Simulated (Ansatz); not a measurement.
# Mg: strain and displacement

```
Mg
1.0
     0.00000    2.24426    2.24426
     2.24426    0.00000    2.24426
     2.24426    2.24426    0.00000
Mg
1
Cartesian
  0.0000 0.0000 0.0000
```

Structure from Materials Project entry mp-1056702 (possibly hypothetical), not relaxed further.

The calculation used Ansatz 0.2.0, DFT, LDA, all-electron LAPW, scalar-relativistic.

Numerical set-up: a Γ-centred 16×16×16 k mesh, Fermi–Dirac smearing of 0.03 eV, basis error target 1 meV/atom, no spin polarisation.

The unchanged cell is at -1.31 GPa.

In a metal, stresses and small energies carry noise from the k mesh.

x, y and z are the Cartesian axes of the cell as listed; fractional coordinates follow a strain, and an engineering shear is twice the off-diagonal strain component.

(1) One change gave: energy change under 1 meV/atom; stress change (xx, yy, zz, yz, xz, xy) 0.00, 0.00, 0.00, -0.17, -0.17, -0.17 GPa, compression positive. Which change was it?
A. equal xy, yz and zx engineering shear strains of +2 %
B. equal xy, yz and zx engineering shear strains of +3 %
C. equal xy, yz and zx engineering shear strains of -1 %
D. equal xy, yz and zx engineering shear strains of -2 %
E. equal xy, yz and zx engineering shear strains of +1 %
F. equal xy, yz and zx engineering shear strains of -3 %

Answers

(1) E. For equal xy, yz and zx engineering shear strains of -3 %: energy change +3 meV/atom; stress change (xx, yy, zz, yz, xz, xy) 0.13, 0.13, 0.13, 0.63, 0.63, 0.63 GPa, compression positive. For equal xy, yz and zx engineering shear strains of -1 %: energy change under 1 meV/atom; stress change (xx, yy, zz, yz, xz, xy) -0.01, -0.01, -0.01, 0.10, 0.10, 0.10 GPa, compression positive. For equal xy, yz and zx engineering shear strains of +2 %: energy change +1 meV/atom; stress change (xx, yy, zz, yz, xz, xy) 0.04, 0.04, 0.04, -0.26, -0.26, -0.26 GPa, compression positive. For equal xy, yz and zx engineering shear strains of -2 %: energy change +1 meV/atom; stress change (xx, yy, zz, yz, xz, xy) 0.04, 0.04, 0.04, 0.39, 0.39, 0.39 GPa, compression positive. For equal xy, yz and zx engineering shear strains of +3 %: energy change +3 meV/atom; stress change (xx, yy, zz, yz, xz, xy) 0.11, 0.11, 0.11, -0.54, -0.54, -0.54 GPa, compression positive.
